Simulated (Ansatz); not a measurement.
**What DFT gives for Nb₅Si₃**

```xyz
16
Lattice="-5.0755 5.0755 2.5697 5.0755 -5.0755 2.5697 5.0755 5.0755 -2.5697" Properties=species:S:1:pos:R:3 pbc="T T T"
Si    1.7257    6.8011    0.0000
Si    3.3498    1.7257    0.0000
Si    3.3498   -1.7257    2.5697
Si    1.7257    3.3498    2.5697
Nb    0.7512    2.2637    0.0000
Nb    7.8873    0.7512    0.0000
Nb    4.3243    2.8118    2.5697
Nb   -2.8118    4.3243    2.5697
Nb    5.8266    2.8118    0.0000
Nb    2.8118    4.3243    0.0000
Nb   -0.7512    2.2637    2.5697
Nb    2.2637    0.7512    2.5697
Si    0.0000    0.0000    1.2848
Si    0.0000    0.0000    3.8545
Nb    0.0000    5.0755    1.2848
Nb    5.0755    0.0000    1.2848
```

Method: r2SCAN, no spin polarisation; PAW, plane waves to 500 eV, 7×7×7 Γ-centred mesh, fermi-dirac occupations (width 0.1 eV) (Ansatz 0.2.0), atoms fixed.

Q: What do density and ELF say about some of the short contacts?

A: Nb–Nb at 2.57 Å: least valence density 0.50 e/Å³ and ELF 0.32 there. These are pseudo-fields; inside the PAW spheres they differ from the all-electron ones.

Q: Metal or insulator?

A: It is a metal, with about 8.2 states/eV a cell as the mean within 0.25 eV of the Fermi level, mostly Nb d (83 %).

Q: Is the cell too large or too small?

A: The pressure is -6.4 GPa (compression positive), so with the atoms held at these fractions the cell would first shrink; the forces are large, so a full relaxation may end otherwise.

Q: Where is the largest force?

A: The largest is on Si2 (and as large on other atoms): 0.82 eV/Å, components (0.58, -0.58, 0.00). It makes 147° with the line to a nearest neighbour, Nb5 at 2.65 Å, pointing away from it.

Origin: a database entry at a rescaled volume.
